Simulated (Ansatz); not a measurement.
Relaxed-ion elastic tensor of BeS in space group P6_422 (No. 181; Be on 3c, S on 3d) in GPa (Voigt order), the program Ansatz at the PBEsol level (PAW); density 2.60 g/cm³, 13.10 Å³ per atom.

|  | 1 | 2 | 3 | 4 | 5 | 6 |
|---|---|---|---|---|---|---|
| 1 | 198 | 58.4 | 55.0 | 0.0 | 0.0 | 0.0 |
| 2 | 58.4 | 198 | 55.0 | 0.0 | 0.0 | 0.0 |
| 3 | 55.0 | 55.0 | 214 | 0.0 | 0.0 | 0.0 |
| 4 | 0.0 | 0.0 | 0.0 | 67.5 | 0.0 | 0.0 |
| 5 | 0.0 | 0.0 | 0.0 | 0.0 | 67.5 | 0.0 |
| 6 | 0.0 | 0.0 | 0.0 | 0.0 | 0.0 | 69.6 |

### Question
Is the crystal mechanically stable?

### Answer
Yes: the smallest eigenvalue of C is 67.5 GPa.

### Question
Work out the Voigt, Reuss and Hill averages.

### Answer
K_V = 105, K_R = 105, K_H = 105; G_V = 70.4, G_R = 70.2, G_H = 70.3 GPa.

### Question
Give Young's modulus, Poisson's ratio, Pugh's ratio and the universal anisotropy index.

### Answer
E = 9KG/(3K + G) = 172 GPa; ν = 0.23; K/G = 1.50 (brittle by the Pugh limit of 1.75); A_U = 5G_V/G_R + K_V/K_R − 6 = 0.01.

### Question
Estimate the sound speeds and the Debye temperature.

### Answer
v_l = √((K + 4G/3)/ρ) = 8740 m/s, v_t = √(G/ρ) = 5200 m/s, mean 5750 m/s; Θ = (h/k)(3n/4πV)^(1/3) v_m = 727 K.

### Question
How much does each axis shrink under pressure?

### Answer
Linear compressibilities β_i = Σ_j S_ij (j = 1 to 3): x 3.3, y 3.3, z 3.0 per TPa.

The start of the workflow was typed in or built on a structure type; neither database checked (COD, Materials Project) lists it. COD files the formula under space group No. 216. Its standing as an ambient phase is unchecked. The cell was relaxed with PBEsol under the symmetry of its start; its stability against distortions is not shown here.

Potentials: the earlier of the program's two PAW sets. The files were generated under PBE; for other functionals the program regenerates the frozen cores, and for LDA and PBEsol the local potential too.
